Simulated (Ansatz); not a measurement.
In₃Ru:
```
CELL_PARAMETERS angstrom
      7.02200     0.00000     0.00000
      0.00000     7.02200     0.00000
      0.00000     0.00000     7.29822
ATOMIC_POSITIONS crystal
  In 0.15520 0.15520 0.26360
  In 0.84480 0.84480 0.73640
  In 0.34480 0.65520 0.76360
  In 0.65520 0.34480 0.23640
  In 0.84480 0.84480 0.26360
  In 0.15520 0.15520 0.73640
  In 0.65520 0.34480 0.76360
  In 0.34480 0.65520 0.23640
  In 0.50000 0.00000 0.00000
  In 0.50000 0.00000 0.50000
  In 0.00000 0.50000 0.50000
  In 0.00000 0.50000 0.00000
  Ru 0.65599 0.65599 0.00000
  Ru 0.34401 0.34401 0.00000
  Ru 0.84401 0.15599 0.50000
  Ru 0.15599 0.84401 0.50000
```

Relaxed with r²SCAN. DFT-r²SCAN in the program Ansatz with PAW potentials gives a gap of 0.38 eV.

Task: What gap does HSE06 give on the same cell (Ansatz, PAW)?

Result: 0.56 eV, 0.17 eV more. The hybrid was solved on a coarser mesh and at special points; the gap given is the minimum over both.

```json
[
 {"k": "Γ", "v1 r²SCAN": "-0.53", "c1 r²SCAN": "0.69", "v1 HSE06": "?", "c1 HSE06": "?"},
 {"k": "Z", "v1 r²SCAN": "-0.72", "c1 r²SCAN": "0.46", "v1 HSE06": "?", "c1 HSE06": "?"},
 {"k": "M", "v1 r²SCAN": "-0.28", "c1 r²SCAN": "0.51", "v1 HSE06": "?", "c1 HSE06": "?"},
 {"k": "A", "v1 r²SCAN": "-0.08", "c1 r²SCAN": "0.86", "v1 HSE06": "-0.09", "c1 HSE06": "1.12"},
 {"k": "R", "v1 r²SCAN": "-0.27", "c1 r²SCAN": "0.72", "v1 HSE06": "?", "c1 HSE06": "?"},
 {"k": "X", "v1 r²SCAN": "-0.54", "c1 r²SCAN": "0.65", "v1 HSE06": "-0.66", "c1 HSE06": "0.89"}
]
```

Task: Top valence (v1) and lowest conduction level (c1) in eV from each method's valence maximum (which need not be a listed point): supply the withheld HSE06 values.

Result: 
- R, v1 HSE06: -0.32
- R, c1 HSE06: 0.92
- M, v1 HSE06: -0.37
- M, c1 HSE06: 0.76
- Γ, v1 HSE06: -0.58
- Γ, c1 HSE06: 0.79
- Z, v1 HSE06: -0.90
- Z, c1 HSE06: 0.64

Cost on shared cores: the r²SCAN run (SCF on a 4×4×4 mesh, then bands and DOS) around 16 core-minutes (rough), the HSE06 run (SCF on 3×3×3, then a few points) roughly 25 core-minutes; the tasks are unlike.

Space group P4_2/mnm. The workflow started from a Materials Project entry (that database holds measured and hypothetical structures alike); the Crystallography Open Database copy checked does not list it. Whether it is the stable phase at ambient conditions was not checked. The r²SCAN relaxation kept the symmetry of its start; whether a distortion lowers the energy is not shown. No spin polarisation was allowed. Spin–orbit coupling is left out wherever it is not named.

Potentials: the later of the program's two PAW sets.
